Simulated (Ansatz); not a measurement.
## Cd3TeSe2 (I-4m2) at 2 levels of theory

One geometry, relaxed with PBE; plane waves with PAW potentials in Ansatz, scalar-relativistic. No spin polarisation. Gaps are the least over mesh and band path; pressure is positive in compression.

```
Cd Te Se
1.0
    -2.24333    2.24333    9.48162
     2.24333   -2.24333    9.48162
     2.24333    2.24333   -9.48162
Cd Te Se
3 1 2
Direct
  0.84132 0.84132 0.00000
  0.50000 0.50000 0.00000
  0.15868 0.15868 0.00000
  0.25000 0.75000 0.50000
  0.57913 0.07913 0.50000
  0.92087 0.42087 0.50000
```

```tsv
level	cutoff (eV)	k mesh	gap (eV)	pressure (GPa)
PBE	420	12×12×12	0.39	0.0
```

Question: What comes out on the same cell with LDA?

Answer:
| level | cutoff (eV) | k mesh | gap (eV) | pressure (GPa) |
| --- | --- | --- | --- | --- |
| LDA | 420 | 12×12×12 | 0.13 | -4.0 |

Spin-orbit coupling matters for the bands of heavy elements and is left out.

The cell was found from a structure generator's guess, not taken from experiment.
